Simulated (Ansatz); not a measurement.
Polymorphs of Sb, each relaxed with DFT-r²SCAN+D4 in the program Ansatz with PAW potentials:

A: I-43m
a = b = c = 6.9545 Å, α = β = γ = 90.00°

| atom | site | symmetry | x | y | z |
|---|---|---|---|---|---|
| Sb | 8c | .3m | 0.1445 | 0.1445 | 0.1445 |

B: A7 (α-As type) (R-3m)
a = b = 4.3291 Å, c = 11.4012 Å, α = β = 90.00°, γ = 120.00°

```tsv
atom	site	symmetry	x	y	z
Sb	6c	3m	0.0000	0.0000	0.2327
```

Q: Put the candidates in order of energy per atom at 0 K, lowest first, for r²SCAN+D4.

A: B (+0 meV/atom), A (+280 meV/atom)

Q: Give each one's gap.

A: A 1.29 eV; B no gap.

Typed or built starts, not in the databases checked: A. Not the usual ambient phase: A. All cells were relaxed under the symmetry of their starts (and spin orders); stability against distortions was not tested throughout. Scalar-relativistic: spin–orbit coupling is off unless named, which matters more the heavier the elements.

Energies hold the estimated change up to a 700 eV cutoff; steps of a few meV lie near the error of the meshes.

Potentials: the earlier of the program's two PAW sets.
